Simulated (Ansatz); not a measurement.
Relaxed-ion elastic tensor of LiF (wurtzite, P6_3mc) in GPa (Voigt order), the program Ansatz at the r²SCAN level (PAW); density 2.19 g/cm³, 9.84 Å³ per atom.

```
89.5  48.4  45.4   0.0   0.0   0.0
48.4  89.5  45.4   0.0   0.0   0.0
45.4  45.4  70.3   0.0   0.0   0.0
 0.0   0.0   0.0  26.1   0.0   0.0
 0.0   0.0   0.0   0.0  26.1   0.0
 0.0   0.0   0.0   0.0   0.0  20.5
```

Q: Is the crystal mechanically stable?

A: Yes: the smallest eigenvalue of C is 20.5 GPa.

Q: Work out the Voigt, Reuss and Hill averages.

A: K_V = 58.6, K_R = 57.5, K_H = 58.1; G_V = 21.9, G_R = 21.1, G_H = 21.5 GPa.

Q: Give Young's modulus, Poisson's ratio, Pugh's ratio and the universal anisotropy index.

A: E = 9KG/(3K + G) = 57.4 GPa; ν = 0.34; K/G = 2.70 (ductile by the Pugh limit of 1.75); A_U = 5G_V/G_R + K_V/K_R − 6 = 0.21.

Q: Estimate the sound speeds and the Debye temperature.

A: v_l = √((K + 4G/3)/ρ) = 6290 m/s, v_t = √(G/ρ) = 3130 m/s, mean 3520 m/s; Θ = (h/k)(3n/4πV)^(1/3) v_m = 488 K.

Q: Solve the Christoffel equation for the three sound speeds along x, y, z.

A: Eigenvalues of C_ijkl n_j n_l equal ρv² (piezoelectric stiffening left out). In km/s, slowest first: x 3.06, 3.45, 6.39; y 3.06, 3.45, 6.39; z 3.45, 3.45, 5.67.

Q: How much does each axis shrink under pressure?

A: Linear compressibilities β_i = Σ_j S_ij (j = 1 to 3): x 4.5, y 4.5, z 8.5 per TPa.

The first step of the workflow began from a Materials Project structure, measured or hypothetical; the Crystallography Open Database copy checked does not list it. It is not the phase usual at ambient conditions (space group No. 225). The r²SCAN relaxation kept the symmetry of its start; phonons on a q-mesh show no instability.

Potentials: the later of the program's two PAW sets.
